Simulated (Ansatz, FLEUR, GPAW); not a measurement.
**In3Se: energy against volume and a worked fit**

The structure is cubic, space group Pm-3m (No. 221). Conventional cell: a = 4.804 Å, b = 4.804 Å, c = 4.804 Å, α = 90.00°, β = 90.00°, γ = 90.00°. In (site symmetry 4/mmm) is surrounded by 8 In at 3.40 Å and 4 Se at 3.40 Å. Se (site symmetry m-3m) has 12 In at 3.40 Å as nearest neighbours.

The cell comes from a database or a generator and needn't be the stable form of this composition.

The cell was scaled at fixed shape and fractions and run with Ansatz, Ansatz PAW, cutoff 420 eV; PBE, k mesh 6 × 6 × 6 on the cell of 4 atoms, fermi-dirac occupations of 0.05 eV, no spin polarisation, no spin-orbit coupling. Energies are those that the program minimises, any entropy of the smearing included. For a metal such a mesh isn't converged to the digits shown.

| V (Å³/atom) | energy over the lowest row (meV/atom) |
| --- | --- |
| 26.0502 | 8.576 |
| 26.6045 | ? |
| 27.1587 | 0.224 |
| 27.7130 | 0.000 |
| 28.2672 | 2.002 |
| 28.8215 | 5.998 |
| 29.3758 | 11.757 |

**Question.** Fit the third-order Birch-Murnaghan form, give V0, B0 and B′, and predict the energy left open.

**Answer.** With y = (V0/V)^(2/3), E = E0 + (9 V0 B0/16) [(y - 1)³ B′ + (y - 1)² (6 - 4y)]. Least squares through the rows shown give V0 = 27.4872 Å³/atom, E0 = -0.196 meV, B0 = 33.65 GPa (1 eV/Å³ = 160.218 GPa) and B′ = 4.92, with a largest miss of 0.004 meV. At V = 26.6045 the form with these constants gives 2.979 meV; the run gave 2.968 meV an atom. Other set-ups at this level, from all their volumes (Å³/atom, GPa): FLEUR, all-electron, FLAPW: V0 27.488, B0 33.7; GPAW, GPAW PAW data sets (gpaw-data 1.2.1): V0 27.333, B0 34.07.
